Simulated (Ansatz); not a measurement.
Ga$_{2}$O$_{3}$:
```
CELL_PARAMETERS angstrom
      2.99115     0.00000     0.00000
     -1.49557     2.59041     0.00000
      0.00000     0.00000     6.84263
ATOMIC_POSITIONS crystal
  Ga 0.33333 0.66667 0.20402
  Ga 0.66667 0.33333 0.79598
  O  0.00000 0.00000 0.00000
  O  0.33333 0.66667 0.69148
  O  0.66667 0.33333 0.30852
```

r²SCAN (plane waves, PAW; program Ansatz) gives a gap of 3.12 eV without spin–orbit coupling, maximum at Γ, minimum at Γ.

Task: What happens when spin–orbit coupling is switched on?

Result: The gap is nearly the same, to 3.12 eV; maximum at Γ, minimum at Γ.

Task: Give the electron effective mass with spin–orbit coupling.

Result: 0.27, 0.27, 0.35 mₑ (principal values).

Task: Give the hole effective mass with spin–orbit coupling.

Result: 0.33, 12, 12 mₑ (principal values).

Space group P-3m1 (La2O3 or Ni2Al3 type). The cell is a constructed one: a structure type filled with these elements; neither database checked (COD, Materials Project) lists it. It is not the phase usual at ambient conditions (space group No. 12, 167). The r²SCAN relaxation kept the symmetry of its start. At this level the phase is mechanically unstable.

Potentials: the later of the program's two PAW sets.
